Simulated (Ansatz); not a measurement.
Ga (α-Ga, Cmce) is relaxed with plane-wave PAW PBEsol (Ansatz code). What lattice parameters of the conventional cell result?

a = 4.479 Å, b = 7.596 Å, c = 4.486 Å.

Give the free coordinates with the occupied sites.

In one choice of origin and axes:

| atom | site | symmetry | x | y | z |
|---|---|---|---|---|---|
| Ga | 8f | m.. | 0.0000 | 0.3440 | 0.4166 |

The PBEsol relaxation kept the symmetry of its start. Axis ratios of metals converge slowly with the k-mesh, so a and c are less sure than the volume.

Potentials: the later of the program's two PAW sets.
